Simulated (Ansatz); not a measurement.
According to PBEsol (plane waves, PAW; program Ansatz), Te in the simple cubic structure (Pm-3m) relaxes to a = 3.150 Å. Te has 6 nearest neighbours from 3.15 Å (octahedral).

Electronic character: metallic (no gap). Gap from PBEsol with spin–orbit coupling: none (metallic).

The bulk modulus is 58.6 GPa. The relaxed-ion elastic constants in GPa are C11 = 107, C12 = 33.9, C44 = 1.4.

The start of the workflow was typed in or built on a structure type; neither database checked (COD, Materials Project) lists it. It is not the phase usual at ambient conditions (space group No. 152). The cell was relaxed with PBEsol under the symmetry of its start; whether a distortion lowers the energy is not shown. As this level gives no gap, shear constants depend on the k-mesh and smearing (Fermi–Dirac, 0.1 eV here). Scalar-relativistic: spin–orbit coupling is off unless named, which matters more the heavier the elements.

Potentials: the earlier of the program's two PAW sets. The files were generated under PBE; for other functionals the program regenerates the frozen cores, and for LDA and PBEsol the local potential too.
